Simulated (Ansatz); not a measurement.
TiO2:
```
TiO2
1.0
    5.84074     0.00000     0.00000
    0.00000     3.71964     0.00000
    0.00000     0.00000     9.04329
Ti O
4 8
Direct
  0.50780   0.25000   0.86441
  0.49220   0.75000   0.13559
  0.99220   0.75000   0.36441
  0.00780   0.25000   0.63559
  0.46394   0.75000   0.91699
  0.53606   0.25000   0.08301
  0.03606   0.25000   0.41699
  0.96394   0.75000   0.58301
  0.77735   0.25000   0.77534
  0.22265   0.75000   0.22466
  0.72265   0.75000   0.27534
  0.27735   0.25000   0.72466
```

Relaxed with r²SCAN.

Problem. Map the electron localisation function on the plane through (0.508, 0.250, 0.864) spanned by u = [1, 0, 0] and v = [0, 0, 1] in lattice vectors, from plane-wave PAW r²SCAN (Ansatz code).

Solution. x is the fraction of u, y of v (the angle between them is 90°; rows are the nearest grid lines); atoms in the plane: Ti at (0.00, 0.00), Ti at (0.50, 0.77), O at (0.03, 0.22), O at (0.53, 0.55), O at (0.27, 0.91), O at (0.77, 0.86).
```
| .+*-:*@@@%%*=.   .-==:..=%*. |
|##*--%@%%@@@%*:  :+#%@@%+:-*##|
|#*-:*@%+-*@@@+.  -#%@@@@@*:-*#|
|  .+%@@%#%@%-....:*@@#=+%@@=. |
|  .=#%@@@%=:+####=:*@%#%@@@#= |
|   .-=+=:.:*#-  -*+:=%@@@%#+: |
|    ....  -%%+..+%*.:+#%##+-. |
|           :+**#*=.   .....   |
|          .::-=++++=:.        |
|        :=*%@@@@@@@@%*-.      |
|        :=#%@@#+*%@@%*=:      |
|        .-*%@@%*#@@@%*-.      |
|          -*%@@@@@%#=.        |
|           .:=+++-:           |
|             .::..            |
|++=:.                     .-=+|
|@@@%#+:                 .=*%@@|
|##%@@%#=.              :=#@@@#|
|=-*@@@#+:.             -+%@@%=|
|@%@@@%#=:             .-+#@@@@|
|****+=:                 .:-=+*|
|**=:    .....            .-+**|
|*#%*: .:===-:.           -#%#*|
| .+*-:*@@@%%*=.   .-==:..=%*. |
```
Scale: ten equal steps from 0.000 (start of ' ') to 0.835 (end of '@'), in the order ' .:-=+*#%@'; x runs from 0.000 to 1.00, y from 0.000 (bottom) to 1.00 (top).

The density is the valence pseudo-density with augmentation charge, so density and ELF within about 1 Å of a nucleus are not all-electron values.

Space group Pnma. The first step of the workflow began from a Materials Project structure, measured or hypothetical; the Crystallography Open Database files this formula in space group No. 62, but the cells were not matched. It is not the phase usual at ambient conditions (space group No. 61, 136, 141). The cell was relaxed with r²SCAN under the symmetry of its start; its stability against distortions is not shown here. The run is not spin-polarised.

Potentials: the later of the program's two PAW sets.
